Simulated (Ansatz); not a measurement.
Question: Name crystals whose computed values (r²SCAN+D4 (plane waves, PAW; program Ansatz)) fall in these windows: HSE06 gap (eV) 4.6 to 5.8; highest Γ mode, no LO–TO term (cm⁻¹) 250 to 320; electron conductivity mass (mₑ) 0.46 to 0.61.

Answer: 

```
crystal         HSE06 gap (eV)  highest Γ mode, no LO–TO term (cm⁻¹)  electron conductivity mass (mₑ)
--------------  --------------  ------------------------------------  -------------------------------
CaO, rock salt            5.31                                   288                             0.56
```
Others may fit too.

The cell was relaxed under the symmetry of its start.

Potentials: the later of the program's two PAW sets.
